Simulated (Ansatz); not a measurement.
**Sb: from a starting cell to a relaxed one**

The start is a relaxed Sb cell displaced along its unstable phonon at q = (½, 0, 0) of its primitive reciprocal cell (20i cm⁻¹), largest move 0.15 Å. The cell and all atomic positions are relaxed at zero pressure with PBEsol (plane waves to 420 eV, PAW, scalar-relativistic; Ansatz, a program for electronic structure). The first steps use a coarse 7×7×5 k-mesh.

Starting cell:
```
Sb
1.0
   10.37461     0.00000     0.00000
   -2.59365     4.49234     0.00000
    0.00000     0.00000     6.33228
Sb
8
Direct
  0.16667   0.69558   0.02268
  0.66667   0.63775   0.02268
  0.33333   0.36225   0.52268
  0.83333   0.30442   0.52268
  0.33333   0.36225   0.97732
  0.83333   0.30442   0.97732
  0.16667   0.69558   0.47732
  0.66667   0.63775   0.47732
```

Task: How much energy is released per atom?

Result: 0.20 eV/atom.

Task: How does the volume change?

Result: -20.4 %, from 36.89 to 29.38 Å³/atom.

Task: Does it find its way back to the structure it was made from?

Result: It does not go back: it reaches I4/mmm (No. 139), 0.20 eV/atom below the parent.

Task: What band gap does the relaxed structure have at this level?

Result: Zero (metallic).

Task: Write out the relaxed structure.

Result: 
```cif
data_Sb4
_chemical_formula_sum 'Sb4'
_space_group_name_H-M_alt 'I4/mmm'
_space_group_IT_number 139
_space_group_name_Hall '-I 4 2'
_cell_length_a 4.34411
_cell_length_b 4.34411
_cell_length_c 6.22750
_cell_angle_alpha 90.000
_cell_angle_beta 90.000
_cell_angle_gamma 90.000
loop_
_atom_site_label
_atom_site_type_symbol
_atom_site_symmetry_multiplicity
_atom_site_Wyckoff_symbol
_atom_site_fract_x
_atom_site_fract_y
_atom_site_fract_z
_atom_site_occupancy
Sb1 Sb 4 e 0.00000 0.00000 0.23006 1
```
(The calculation used a cell of 2 atoms; values per cell refer to that cell.)

Final values are on a 15×15×15 k-mesh of the relaxed cell. No spin polarisation in the result.

The run could not lose the symmetry of its start, so the end can be a saddle point.

The relaxed structure here is a generated cell of Sb: the first start was made by placing the elements on the sites of a structure type, and the end was not matched to a known phase here, so it may be hypothetical. Known forms of Sb include space group No. 166.
